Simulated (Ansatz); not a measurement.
NaCuO$_{2}$:
```cif
data_CuNaO2
_chemical_formula_sum 'Na1 Cu1 O2'
_space_group_name_H-M_alt 'P 1'
_space_group_IT_number 1
_cell_length_a 3.51961
_cell_length_b 3.51961
_cell_length_c 6.05804
_cell_angle_alpha 61.925
_cell_angle_beta 118.075
_cell_angle_gamma 134.250
loop_
_space_group_symop_operation_xyz
  'x, y, z'
loop_
_atom_site_label
_atom_site_type_symbol
_atom_site_fract_x
_atom_site_fract_y
_atom_site_fract_z
_atom_site_occupancy
Na1 Na 0.00000 0.00000 0.50000 1
Cu1 Cu 0.00000 0.00000 0.00000 1
O1 O 0.57463 0.42537 0.22880 1
O2 O 0.42537 0.57463 0.77120 1
```

Relaxed with PBEsol. Plane-wave PAW PBEsol (Ansatz code) gives a gap of 0.46 eV.

Question: What gap does HSE06 give on the same cell (Ansatz, PAW)?

Answer: 2.54 eV, 2.08 eV more. The hybrid was solved on a coarser mesh and at special points; its gap is the smallest among all of these.

Cost on shared cores: the PBEsol run (SCF on a 11×11×6 mesh, then bands and DOS) about 60 core-seconds (a rough figure), the HSE06 run (SCF on 8×8×4, then a few points) roughly 2.5 core-minutes; the tasks are unlike.

Space group C2/m. The workflow started from a Materials Project entry (that database holds measured and hypothetical structures alike); the Crystallography Open Database files this formula in space group No. 12, but the cells were not matched. Whether it is the stable phase at ambient conditions was not checked. The cell was relaxed with PBEsol under the symmetry of its start; whether a distortion lowers the energy is not shown. No spin polarisation was allowed. No Hubbard U is applied.

Potentials: the later of the program's two PAW sets.
